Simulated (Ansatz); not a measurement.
GePt₂:
```yaml
crystal:
  lattice:
    - [6.70685, 0.00000, 0.00000]
    - [-3.35343, 5.80830, 0.00000]
    - [0.00000, 0.00000, 3.57396]
  atoms:
    - { symbol: Ge, position: [0.66667, 0.33333, 0.00000] }
    - { symbol: Ge, position: [0.33333, 0.66667, 0.00000] }
    - { symbol: Ge, position: [0.00000, 0.00000, 0.50000] }
    - { symbol: Pt, position: [0.61985, 0.00000, 0.50000] }
    - { symbol: Pt, position: [0.38015, 0.38015, 0.50000] }
    - { symbol: Pt, position: [0.00000, 0.61985, 0.50000] }
    - { symbol: Pt, position: [0.00000, 0.28078, 0.00000] }
    - { symbol: Pt, position: [0.28078, 0.00000, 0.00000] }
    - { symbol: Pt, position: [0.71922, 0.71922, 0.00000] }
```

Relaxed with r²SCAN.

Problem. Map the valence electron density (e/Å³), cut off at 4 on the plane through (0.667, 0.333, 0.000) spanned by u = [1, 1, 0] and v = [1, -1, 0] in lattice vectors, from the program Ansatz at the r²SCAN level (PAW).

Solution. x is the fraction of u, y of v (the angle between them is 90°; rows are the nearest grid lines); atoms in the plane: Ge at (0.00, 0.00), Ge at (0.50, 0.50), Ge at (0.00, 0.67), Ge at (0.50, 0.17), Pt at (0.14, 0.19), Pt at (0.64, 0.69), Pt at (0.14, 0.47), Pt at (0.64, 0.97), Pt at (0.22, 0.83), Pt at (0.72, 0.33).
```
|@@@+.            .+@@@@@@%-....+@@@|
|+=:..            .+@@@@@@@-.   .:=+|
|.........        .:+@@@@%-.       .|
|   .=@@@@@%-.                      |
|  .-@@@@@@@%-.                     |
|   .:=#@@#=.       ..::..          |
|  .....::..       .=#@@%+:.        |
|@@#:.            :*@@@@@@@=....:#@@|
|@@@=.            .-#@@@@@+:. ..=@@@|
|....              ......        ...|
| .....          .....              |
|.:+@@@@#-..  .-@@@@@-.            .|
|:#@@@@@@@=....-@@@@@-.            :|
|.:+@@@@%-.       .........        .|
|  .:---:.           ..-=*+=:.      |
|                   .-%@@@@@@%:.    |
|                   .:*@@@@@@+.     |
| .=#@@%+:.         .....::..       |
|.=@@@@@@#:.   ..:-:...            .|
|:*@@@@@@@=....+@@@@@+.            :|
| .:=++=-.     .=@@@=.              |
|....              .....          ..|
|+=:.              ..:--:..     .:=+|
|@@@+.            .+@@@@@@%-....+@@@|
```
Scale: ten equal steps from 0.117 (start of ' ') to 4.00 (end of '@'), in the order ' .:-=+*#%@'; x runs from 0.000 to 1.00, y from 0.000 (bottom) to 1.00 (top).

The density is the valence pseudo-density with augmentation charge, so density and ELF within about 1 Å of a nucleus are not all-electron values.

Space group P-62m. The workflow started from a Materials Project entry (that database holds measured and hypothetical structures alike); the Crystallography Open Database copy checked does not list it. Whether it is the stable phase at ambient conditions was not checked. Symmetry was held in the r²SCAN relaxation; whether a distortion lowers the energy is not shown. The run is not spin-polarised. Scalar-relativistic: spin–orbit coupling is off unless named, which matters more the heavier the elements.

Potentials: the later of the program's two PAW sets.
